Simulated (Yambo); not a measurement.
Quantum ESPRESSO input (PBEsol, PseudoDojo standard norm-conserving files, scalar-relativistic) whose wavefunctions are converted with p2y:

```
&CONTROL
  calculation = 'nscf'
  pseudo_dir = './pseudo'
  outdir = './out'
/
&SYSTEM
  ibrav = 0
  nat = 4
  ntyp = 2
  ecutwfc = 74.0
  ecutrho = 296.0
  occupations = 'fixed'
  force_symmorphic = .true.
  nbnd = 176
/
&ELECTRONS
  conv_thr = 4e-09
  diago_full_acc = .true.
  diago_thr_init = 1e-08
/
ATOMIC_SPECIES
Li 6.9400 Li.upf
Br 79.9040 Br.upf
CELL_PARAMETERS angstrom
  4.134692062209   0.000000000000   0.000000000000
 -2.067346031104   3.580748362699   0.000000000000
  0.000000000000   0.000000000000   6.614793325000
ATOMIC_POSITIONS crystal
Li   0.666666667000   0.333333333000   0.878053509500
Li   0.333333333667   0.666666666333   0.378053509500
Br   0.666666667000   0.333333333000   0.496946490500
Br   0.333333333667   0.666666666333   0.996946490500
K_POINTS automatic
3 3 1 0 0 0
```

Yambo's initialisation report on symmetry, reciprocal space, the k grid and the gaps on this mesh:

```
  [02.02] Symmetries
  ==================

  Inversion symmetry    : yes
  Spatial inversion     : no
  Inversion index       :   7
  K-space Time-reversal : yes
  Magnetic symmetries   : no
  Time-reversal derived K-space symmetries:   7  12
  Group table correct   : yes
  Symmetries units      :  [cc]

  [02.03] Reciprocal space
  ========================

  nG shells         :  2589
  nG charge         :   56937
  nG WFs            :   8359
  nC WFs            :   7139
  G-vecs. in first 80 shells:  [ Number ]
     1    3    9   11   23   35   37   43   55
    67   73   85   97   99  111  123  135  147
   159  183  185  197  221  233  245  251  263
    287   299   311   313   325   337   349   373   379
    391   403   415   439   451   463   487   511   513
    525   537   549   573   579   591   603   615   627
    639   663   687   699   711   713   725   749   761
    773   785   809   833   845   857   881   905   929
    941   965   977   989  1001  1013  1037  1061
  ...
  Shell energy in first 80 shells:  [ mHa ]
    0.00000      126.328      431.106      505.312      557.434      936.418      1136.95      1293.32      1419.65
    1568.06      1724.43      1798.63      1850.75      2021.25      2229.74      2430.27      2452.35      2861.38
    3017.74      3144.07      3158.20      3314.57      3523.06      3589.31      3745.67      3879.96      4006.28
    4154.70      4385.27      4451.52      4547.81      4882.62      4978.91      5016.91      5038.99      5173.28
    5299.60      5604.38      5678.59      5730.71      5841.13      5901.20      6109.69      6175.94      6190.07
    6272.23      6310.23      6621.18      6741.33      6897.70      7024.03      7038.16      7194.52      7403.01
    7483.39      7565.55      7625.63      7914.49      8034.65      8084.99      8191.02      8317.35      8331.47
    8427.76      8516.10      8696.33      8762.58      8918.95      9053.23      9179.56      9207.81      9327.97
    9378.31      9558.54      9721.08      9809.41      10055.9      10070.0      10152.2      10190.2
  ...

  [02.04] K-grid lattice
  ======================

  Compatible Grid is   : 2D
  Base K vectors       :  K_min[ 1 ]  K_min[ 2 ]  K_min[ 3 ]
  K_min[ 1 ] : -0.333333  0.333333  0.000000 [rlu]
  K_min[ 2 ] :  0.000000 -0.333333  0.000000 [rlu]
  Grid dimensions      :  3  3
  K lattice UC volume  :  0.041703 [a.u.]

  IBZ K-points                                      :  3
  BZ  K-points                                      :   9

  K/Q-points units:
  rlu = crystal or reduced units; cc = cartesian coordinates; iku = interal k-units

  K [1]          [rlu]:  0.000000  0.000000  0.000000
         WF components:   7139
  K [2]          [rlu]:  0.000000  0.333333  0.000000
         WF components:   7100
  K [3]          [rlu]:  0.333333  0.333333  0.000000
         WF components:   7089

  [02.05] Energies & Occupations
  ==============================

  [X] === General ===
  [X] Electronic Temperature                        :  0.000000  0.000000 [eV K]
  [X] Bosonic    Temperature                        :  0.000000  0.000000 [eV K]
  [X] Finite Temperature mode                       : no
  [X] El. density                                   :  0.20422E+24 [cm-3]
  [X] Fermi Level                                   :  0.300147 [eV]

  [X] === Gaps and Widths ===
  [X] Conduction Band Min                           :  4.825563 [eV]
  [X] Valence Band Max                              :  0.000000 [eV]
  [X] Filled Bands                                  :  10
  [X] Empty Bands                                   :   11  176
  [X] Direct Gap                                    :  4.825563 [eV]
  [X] Direct Gap localized at k                     :  1
  [X] Indirect Gap                                  :  4.825563 [eV]
  [X] Indirect Gap between kpts                     :  1  1
  [X] Last valence band width                       :  0.956709 [eV]
  [X] 1st conduction band width                     :  1.697334 [eV]
```
The gaps are PBEsol values on this mesh alone; only operations without fractional translations are kept.

Spin-orbit coupling is not included.

Geometry relaxed with PBEsol.
